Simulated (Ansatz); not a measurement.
Input and output for SnPt3: DFT, PBEsol, all-electron LAPW, scalar-relativistic (Ansatz 0.2.0).

The cell comes from a relaxation on PAW files under the same functional, begun from a database entry that needn't be the ground state.

Command: `ansatz run input.yaml --threads 1 --pin off --max-ram 3072MiB --backend cpu --events-out ev --progress --plain --runs-dir out` It took 2.6 min on 1 thread of Arm Neoverse V2 (shared host), peak memory 0.75 GiB.

```yaml
crystal:
  lattice:
    - [4.0066311526, 0.0, 0.0]
    - [0.0, 4.0066311526, 0.0]
    - [0.0, 0.0, 4.0066311526]
  atoms:
    - { symbol: Sn, position: [0.0, 0.0, 0.0] }
    - { symbol: Pt, position: [0.0, 0.5, 0.5] }
    - { symbol: Pt, position: [0.5, 0.0, 0.5] }
    - { symbol: Pt, position: [0.5, 0.5, 0.0] }
kpoints:
  mp_grid: { grid: [9, 9, 9] }
  band_path:
    path:
      - [0.0, 0.0, 0.0]
      - [0.0, 0.5, 0.0]
      - [0.5, 0.5, 0.0]
      - [0.0, 0.0, 0.0]
      - [0.5, 0.5, 0.5]
      - [0.0, 0.5, 0.0]
      - [0.5, 0.5, 0.5]
      - [0.5, 0.5, 0.0]
    npoints: 14
scf:
  occupations: { method: fermi_dirac, width: 0.05 }
hamiltonian:
  xc: pbesol
  pseudopotentials: { kind: all_electron, lapw: { basis_error: 0.0005 } }
output:
  forces: true
  stress: true
  eigenvalues: true
  populations: true
  dos: { projected: true, de: 0.2, e_range: [-14, 8] }
```

Output:

```
Sn: projections on atomic orbitals take those of the free atom 1s2 2s2 2p6 3s2 3p6 3d10 4s2 4p6 4d10 5s2 5p2, of charge +0.00 (hamiltonian.pseudopotentials.projection_atoms)
Pt: projections on atomic orbitals take those of the free atom 1s2 2s2 2p6 3s2 3p6 3d10 4s2 4p6 4d10 4f14 5s2 5p6 5d9 6s1, of charge +0.00 (hamiltonian.pseudopotentials.projection_atoms)
LAPW: plane waves up to 8.514 Å⁻¹, error target 5.0e-4 eV per atom; small_component_spin mean_spin; Sn in spheres of 1.417 Å, 22 of its electrons in bands, Dirac shells []; Pt in spheres of 1.417 Å, 42 of its electrons in bands, Dirac shells [] (how accurate: hamiltonian.pseudopotentials.lapw.basis_error, Limitations)
Engine: ansatz 0.2.0
Pseudopotentials: kind: all_electron
Pseudopotential: Sn, LAPW, valence charge 22, lapw/all_electron/scalar/gaussian/Sn, Koelling and Harmon's equation, gaussian nucleus
Pseudopotential: Pt, LAPW, valence charge 42, lapw/all_electron/scalar/gaussian/Pt, Koelling and Harmon's equation, gaussian nucleus
Functional definition: PBEsol
  exchange = pbesol_x
  correlation = pbesol_c
Crystal: 4 atoms, lattice volume = 64.319 Å³
Basis set: ecut = 276.1640751772118 eV, 691 PW (Γ), exchange–correlation at level 2
Bands: 89, of which v1, the nominal top of the filled ones, is band 74 counted from 1 (73 counted from 0)
Symmetry: 48 space group operations
Space group: Pm-3m (ITA 221), of the structure as read, at distance tolerance 4.0e-5 Å
k-points: 35 of 729
Non-local potential: Sn, projectors of the file, none
Non-local potential: Pt, projectors of the file, none
Initial density: superposition of atomic densities (chi_scale 0.1, normalization cell, long waves kept (reshape's long-wave potential 0.00 eV rms))
Initial wavefunctions: plane waves of lowest kinetic energy (no species holds an atomic orbital)
Functional: x = pbesol(κ = 0.804, μ = 0.12345679012345678), c = pbesol(β = 0.046)
iter 1 solved again at ethr=1.38e-4 eV; its pass at ethr=1.00e-1 eV (dr2=2.04e-1 eV) is discarded
SCF iter   1: F=—  HF=-1670472.029886 eV  |F-HF|=—  |Δ(HF+E_count)|=         —  Δρ=2.46e-2  dr2=2.05e-1  ethr=1.38e-4  ⟨swp⟩=3.0  Hψ=19664  notcnv=0
preconditioner: auto → Kerker (q_TF=auto, 3.135 Å⁻¹)  [metal: Δε(μ)=0.027 eV  Ē_g=16.954 eV  σ=0.050 eV  W_gap=0.14  n_scr=26 (ndim 8)  ℏωp=30.7 eV  f_vac=0.000  D(μ)=1.74/eV (n_scr^D=6)]
SCF iter   2: F=—  HF=-1670471.243247 eV  |F-HF|=—  |Δ(HF+E_count)|=   7.87e-1  Δρ=1.27e-2  dr2=2.37e-1  ethr=1.38e-4  ⟨swp⟩=2.3  Hψ=9644  notcnv=0
SCF iter   3: F=—  HF=-1670471.088003 eV  |F-HF|=—  |Δ(HF+E_count)|=   1.55e-1  Δρ=8.87e-3  dr2=7.74e-2  ethr=1.38e-4  ⟨swp⟩=2.0  Hψ=9290  notcnv=0
SCF iter   4: F=—  HF=-1670471.066178 eV  |F-HF|=—  |Δ(HF+E_count)|=         —  Δρ=4.77e-3  dr2=3.35e-2  ethr=5.23e-5  ⟨swp⟩=2.0  Hψ=8709  notcnv=0
the basis was enlarged: its passes take 1.5 MiB over the memory plan, 1 of 1 planned eigensolver slots
SCF iter   5: F=—  HF=-1670471.059048 eV  |F-HF|=—  |Δ(HF+E_count)|=   7.13e-3  Δρ=2.30e-3  dr2=8.36e-3  ethr=2.26e-5  ⟨swp⟩=2.0  Hψ=9074  notcnv=0
iter 6 solved again at ethr=1.50e-7 eV; its pass at ethr=5.65e-6 eV (dr2=2.22e-4 eV) is discarded
SCF iter   6: F=—  HF=-1670471.057606 eV  |F-HF|=—  |Δ(HF+E_count)|=   1.44e-3  Δρ=4.67e-4  dr2=2.22e-4  ethr=1.50e-7  ⟨swp⟩=2.0  Hψ=15488  notcnv=0
SCF iter   7: F=—  HF=-1670471.057405 eV  |F-HF|=—  |Δ(HF+E_count)|=   2.01e-4  Δρ=3.69e-4  dr2=8.22e-5  ethr=1.50e-7  ⟨swp⟩=2.0  Hψ=9114  notcnv=0
SCF iter   8: F=—  HF=-1670471.057407 eV  |F-HF|=—  |Δ(HF+E_count)|=   1.87e-6  Δρ=1.29e-4  dr2=1.74e-5  ethr=5.55e-8  ⟨swp⟩=2.0  Hψ=9114  notcnv=0
SCF iter   9: F=—  HF=-1670471.057402 eV  |F-HF|=—  |Δ(HF+E_count)|=   4.97e-6  Δρ=3.36e-5  dr2=7.73e-7  ethr=1.18e-8  ⟨swp⟩=2.0  Hψ=9114  notcnv=0
SCF iter  10: F=—  HF=-1670471.057402 eV  |F-HF|=—  |Δ(HF+E_count)|=   2.79e-8  Δρ=1.30e-5  dr2=1.18e-7  ethr=5.22e-10  ⟨swp⟩=2.0  Hψ=9114  notcnv=0
SCF iter  11: F=-1670471.057402 eV  HF=-1670471.057402 eV  |F-HF|=3.05e-8  |Δ(HF+E_count)|=   2.56e-9  Δρ=4.85e-6  dr2=1.96e-8  ethr=7.99e-11  ⟨swp⟩=2.0  Hψ=9114  notcnv=0
SCF 1 converged in 11 iterations: F = -1670471.057402 eV  dr2 = 1.96e-8
NSCF: frozen V_eff on 99 k-points
SCF converged after 11 iterations
Free energy (F): -1670471.057402 eV
Harris-Foulkes:  -1670471.057402 eV  (|F-HF|=3.05e-8)
Internal energy: -1670471.047773 eV  (E = F + TS)
E sigma→0 (E₀):  -1670471.052587 eV
Entropy (-TS):   -0.009629 eV (-2.407 meV/atom)
Fermi energy:    26.547221 eV
--- Per-component energies (eV) ---
  E_band       = -10644.585966
  E_kinetic    = 1882723.322375
  E_xc         = -33087.365950
  E_electrostatic = -3520107.004198  (all electrons and nuclei)
  E_smearing   = -0.009629  (= −TS)
  E_closure    = 0.000000  (closes the sum)
  E_atoms      = -1670444.343064  (free atoms, spherical and without spin; not in F)
  Σ components = -1670471.057402   (vs F -1670471.057402, Δ=0.00e0)
  Basis errors (estimates in eV, not in F): energy 1.1e-4 per atom: plane waves 8.6e-5 (4.3e-5 summed), levels above the bands 5.7e-135, relativity 3.2e-9, radial functions 1.9e-5, core shells 5.2e-8; eigenvalues (radial functions only) 1.3e-6; not estimated: angular momenta, meshes, grids; target (lapw.basis_error) 5.0e-4; muffin-tin radii Sn 1.417 Å, Pt 1.417 Å
--- Forces (eV/Å), atoms counted from 1 ---
  atom   1  Sn    -0.00000000    -0.00000000     0.00000000
  atom   2  Pt     0.00000000     0.00000000     0.00000000
  atom   3  Pt    -0.00000000    -0.00000000     0.00000000
  atom   4  Pt    -0.00000000    -0.00000000     0.00000000
  max |Σ_I F_I| component: 2.24e-30 eV/Å
--- Stress (GPa, compression-positive) ---
       -0.062433       0.000000      -0.000000
        0.000000      -0.062433       0.000000
       -0.000000       0.000000      -0.062433
  P = ⅓ Tr σ = -0.0624 GPa (-0.624 kbar)
--- Band table (eV; the first three rows and the last of 35) ---
  k-point 0: bands = ["-276.5184", "-276.5184", "-276.5184", "-276.5171", "-276.5171", "-276.5171", "-276.5054", "-276.5054", "-276.5054", "-276.5054", "-276.5054", "-276.5054", "-276.4536", "-276.4536", "-276.4536", "-103.1407", "-71.9528", "-71.9283", "-71.9283", "-58.9831", "-58.9831", "-58.9831", "-40.4714", "-40.4699", "-40.4699", "-40.4694", "-40.4694", "-40.4694", "-40.4664", "-40.4664", "-40.4664", "-40.4658", "-40.4658", "-40.4658", "-40.4319", "-40.4319", "-40.4319", "-40.4314", "-40.4314", "-40.4314", "-40.4121", "-40.4121", "-40.4121", "-26.2825", "-26.2825", "-26.2825", "-26.1494", "-26.1494", "-26.1494", "-26.0159", "-26.0159", "-26.0159", "4.6196", "4.6196", "4.6349", "4.6349", "4.6349", "14.5000", "19.3716", "20.7772", "20.7772", "20.8682", "20.8682", "20.8682", "23.9094", "23.9094", "23.9094", "25.2398", "25.2398", "25.2398", "25.2931", "25.2931", "26.1298", "26.6673", "26.6673", "26.6673", "29.4378", "32.7427", "32.7427", "34.2365", "34.2365", "34.2365", "36.4242", "36.4242", "36.4242", "39.8959", "42.5884", "42.5884", "43.7250"]
  k-point 1: bands = ["-276.5184", "-276.5184", "-276.5184", "-276.5171", "-276.5171", "-276.5171", "-276.5054", "-276.5054", "-276.5054", "-276.5054", "-276.5054", "-276.5054", "-276.4536", "-276.4536", "-276.4536", "-103.1407", "-71.9521", "-71.9290", "-71.9283", "-58.9831", "-58.9831", "-58.9831", "-40.4714", "-40.4700", "-40.4699", "-40.4693", "-40.4693", "-40.4693", "-40.4664", "-40.4664", "-40.4664", "-40.4658", "-40.4658", "-40.4658", "-40.4319", "-40.4318", "-40.4318", "-40.4314", "-40.4314", "-40.4314", "-40.4121", "-40.4121", "-40.4121", "-26.2782", "-26.2782", "-26.2755", "-26.1506", "-26.1506", "-26.1497", "-26.0237", "-26.0191", "-26.0191", "4.6215", "4.6247", "4.6352", "4.6367", "4.6367", "14.6392", "19.4596", "20.6640", "20.8980", "20.9020", "20.9087", "20.9087", "23.6011", "23.6011", "23.8443", "24.5637", "25.2857", "25.3033", "25.3210", "25.3210", "25.9951", "26.6677", "26.8988", "26.8988", "29.7347", "32.4970", "32.7108", "34.3318", "34.3318", "34.9648", "35.9119", "36.4007", "36.4007", "40.0332", "42.5784", "43.5047", "43.6013"]
  k-point 2: bands = ["-276.5184", "-276.5184", "-276.5184", "-276.5171", "-276.5171", "-276.5171", "-276.5054", "-276.5054", "-276.5054", "-276.5054", "-276.5054", "-276.5054", "-276.4536", "-276.4536", "-276.4536", "-103.1407", "-71.9503", "-71.9308", "-71.9283", "-58.9832", "-58.9831", "-58.9831", "-40.4713", "-40.4701", "-40.4699", "-40.4693", "-40.4693", "-40.4693", "-40.4664", "-40.4663", "-40.4663", "-40.4659", "-40.4659", "-40.4658", "-40.4319", "-40.4318", "-40.4318", "-40.4315", "-40.4315", "-40.4314", "-40.4121", "-40.4121", "-40.4121", "-26.2662", "-26.2662", "-26.2556", "-26.1544", "-26.1544", "-26.1505", "-26.0457", "-26.0276", "-26.0276", "4.6264", "4.6360", "4.6376", "4.6413", "4.6413", "15.0476", "19.6115", "20.3329", "20.9940", "21.0089", "21.0089", "21.2462", "23.1501", "23.1501", "23.6744", "23.6855", "24.9594", "25.0454", "25.0454", "25.2214", "25.6469", "26.6687", "27.7440", "27.7440", "29.4521", "32.6264", "33.2564", "34.1114", "34.1114", "34.9863", "36.1782", "36.8067", "36.8067", "40.3938", "42.1811", "43.2525", "43.2525"]
  k-point 34: bands = ["-276.5184", "-276.5184", "-276.5184", "-276.5171", "-276.5171", "-276.5171", "-276.5054", "-276.5054", "-276.5054", "-276.5054", "-276.5054", "-276.5054", "-276.4536", "-276.4536", "-276.4536", "-103.1407", "-71.9369", "-71.9362", "-71.9362", "-58.9832", "-58.9832", "-58.9832", "-40.4705", "-40.4705", "-40.4705", "-40.4701", "-40.4701", "-40.4674", "-40.4664", "-40.4664", "-40.4664", "-40.4659", "-40.4659", "-40.4659", "-40.4327", "-40.4327", "-40.4327", "-40.4306", "-40.4306", "-40.4306", "-40.4130", "-40.4116", "-40.4116", "-26.3225", "-26.2767", "-26.2761", "-26.2761", "-26.0642", "-26.0642", "-26.0631", "-26.0088", "-26.0088", "4.6204", "4.6204", "4.6206", "4.6798", "4.6798", "16.9393", "20.0179", "20.2195", "20.2195", "22.4740", "22.4740", "22.5468", "22.6414", "22.8247", "22.8247", "24.0166", "24.0166", "24.0620", "24.5376", "24.5376", "25.5443", "26.2221", "26.2600", "26.2600", "27.6599", "30.1615", "30.1615", "30.7091", "38.7811", "38.7811", "38.9178", "39.8744", "40.4395", "40.7110", "40.7110", "42.7630", "42.7630"]
--- Löwdin populations: 4 sites ---
  site symbol       q [e]
     0     Sn     50.0493
     1     Pt     77.8311
     2     Pt     77.8311
     3     Pt     77.8311
  spilling = 0.001610 (of n_electrons = 284.000000)
```

populations.tsv:

```
# site	symbol	l	j	q
# orbitals = lowdin
# n_electrons = 284.000000
# spilling = 0.001610
# projection_atom_Sn: 1s2 2s2 2p6 3s2 3p6 3d10 4s2 4p6 4d10 5s2 5p2
# projection_atom_Pt: 1s2 2s2 2p6 3s2 3p6 3d10 4s2 4p6 4d10 4f14 5s2 5p6 5d9 6s1
0	Sn	0_1S	-	1.999999
0	Sn	0_2S	-	1.999972
0	Sn	0_3S	-	1.999566
0	Sn	0_4S	-	1.993857
0	Sn	0_5S	-	1.463289
0	Sn	1_2P	-	6.000000
0	Sn	1_3P	-	5.999952
0	Sn	1_4P	-	5.995206
0	Sn	1_5P	-	2.602028
0	Sn	2_3D	-	9.999997
0	Sn	2_4D	-	9.995464
1	Pt	0_1S	-	2.000000
1	Pt	0_2S	-	1.999987
1	Pt	0_3S	-	1.999836
1	Pt	0_4S	-	1.998374
1	Pt	0_5S	-	1.977841
1	Pt	0_6S	-	0.811558
1	Pt	1_2P	-	6.000000
1	Pt	1_3P	-	5.999999
1	Pt	1_4P	-	5.999952
1	Pt	1_5P	-	5.995434
1	Pt	2_3D	-	10.000000
1	Pt	2_4D	-	9.999987
1	Pt	2_5D	-	9.048167
1	Pt	3_4F	-	13.999982
2	Pt	0_1S	-	2.000000
2	Pt	0_2S	-	1.999987
2	Pt	0_3S	-	1.999836
2	Pt	0_4S	-	1.998374
2	Pt	0_5S	-	1.977841
2	Pt	0_6S	-	0.811558
2	Pt	1_2P	-	6.000000
2	Pt	1_3P	-	5.999999
2	Pt	1_4P	-	5.999952
2	Pt	1_5P	-	5.995434
2	Pt	2_3D	-	10.000000
2	Pt	2_4D	-	9.999987
2	Pt	2_5D	-	9.048167
2	Pt	3_4F	-	13.999982
3	Pt	0_1S	-	2.000000
3	Pt	0_2S	-	1.999987
3	Pt	0_3S	-	1.999836
3	Pt	0_4S	-	1.998374
3	Pt	0_5S	-	1.977841
3	Pt	0_6S	-	0.811558
3	Pt	1_2P	-	6.000000
3	Pt	1_3P	-	5.999999
3	Pt	1_4P	-	5.999952
3	Pt	1_5P	-	5.995434
3	Pt	2_3D	-	10.000000
3	Pt	2_4D	-	9.999987
3	Pt	2_5D	-	9.048167
3	Pt	3_4F	-	13.999982
```

Spin–orbit coupling is left out, which matters for the heavy atoms.
